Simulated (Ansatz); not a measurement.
**EuCuSF with scf.occupations.method, scf.occupations.width changed**

Level of theory: PBEsol+U (Eu 4 eV, Cu 4 eV), collinear spin, scalar-relativistic; Ansatz, plane waves to 420 eV (PAW set soft_2), k-mesh 6×6×4. These are the settings of the reference run.

Cell:

```xyz
8
Lattice="3.8782 0.0000 0.0000 0.0000 3.8782 0.0000 0.0000 0.0000 8.5738" Properties=species:S:1:pos:R:3 pbc="T T T"
Eu    1.9391    0.0000    2.7895
Eu    0.0000    1.9391    5.7843
Cu    1.9391    1.9391    0.0000
Cu    0.0000    0.0000    0.0000
S     1.9391    0.0000    7.1575
S     0.0000    1.9391    1.4163
F     1.9391    1.9391    4.2869
F     0.0000    0.0000    4.2869
```

The reference run of this cell is solved again as a single point with these keys changed:

| key | reference run | changed run |
| --- | --- | --- |
| scf.occupations.method | gaussian | methfessel_paxton |
| scf.occupations.width | 0.02 | 0.2 |

Q: Does this change matter?

A: 

```
                                    quantity  reference run  changed run
energy, changed less reference (meV an atom)              0          0.0
                              pressure (GPa)            0.0          0.0
                        largest force (eV/Å)           0.00         0.00
                        gap on the mesh (eV)           1.29         1.29
                     moment of the cell (μB)          14.00        14.00
```

The results hardly move, so these settings together matter little here. It took 21 iterations.

Caveats: the reference run: open f or d shells may hold a state above the lowest; a single point, atoms not relaxed again; semilocal functionals make gaps too small and can close them.
